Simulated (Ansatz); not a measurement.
BePd (CsCl type)

```yaml
crystal:
  lattice:
    - [5.54527, 0.00000, 0.00000]
    - [0.00000, 2.77263, 0.00000]
    - [0.00000, 0.00000, 2.77263]
  atoms:
    - { symbol: Be, position: [0.00000, 0.00000, 0.00000] }
    - { symbol: Be, position: [0.50000, 0.00000, 0.00000] }
    - { symbol: Pd, position: [0.25000, 0.50000, 0.50000] }
    - { symbol: Pd, position: [0.75000, 0.50000, 0.50000] }
```

The atoms are displaced by Q × the pattern below (from a DFPT mode at X = (0.5, 0.0, 0.0), largest move 1; Q in Å), at fixed cell. It is one choice among 2 degenerate patterns. (q is in reciprocal vectors of the primitive cell; the cell shown is doubled to hold the pattern.)

| atom | x | y | z |
|---|---|---|---|
| Be1 | 0.000 | 0.000 | 1.000 |
| Be2 | 0.000 | 0.000 | -1.000 |

Atoms not listed stay in place.

The numbers are results of LDA (plane waves to 420 eV, PAW, scalar-relativistic; Ansatz, a quantum-chemistry and plane-wave program), not measurements. k mesh 9×17×17 (Γ-centred), Fermi-Dirac smearing 0.05 eV. E stands for the smeared free energy. With partly filled bands, energies and forces of such displacements shift with the k mesh and the smearing. BePd is run without spin polarisation. BePd was relaxed with its symmetry unable to fall. The zero of ΔE is the undisplaced structure. The last digit holds for this mesh only.

| Q (Å) | ΔE (meV/cell) |
|---|---|
| -0.180 | 192.6 |
| -0.150 | 134.2 |
| -0.120 | withheld |
| -0.090 | 48.6 |
| -0.060 | 21.6 |
| -0.030 | 5.4 |
| 0.000 | 0.0 |
| 0.030 | 5.4 |
| 0.060 | 21.6 |
| 0.090 | 48.6 |
| 0.120 | withheld |
| 0.150 | 134.2 |
| 0.180 | 192.6 |

### Question
Fit an even polynomial form (powers 2, 4) to the given rows and predict ΔE at Q = 0.120.

### Answer
Least squares on the 11 given rows: ΔE = (6013)·Q² + (-2127)·Q⁴, in meV/cell with Q in Å; root-mean-square residual 0.02 meV/cell. At 0.120 the fit gives 86.1 meV/cell; the calculation gives 86.1 meV/cell, the same to the digits shown. The quadratic term alone would give 86.6 meV/cell.

(For displaced atoms, the force is minus the slope of the energy, and its curvature is a force constant, which sets phonon frequencies.)
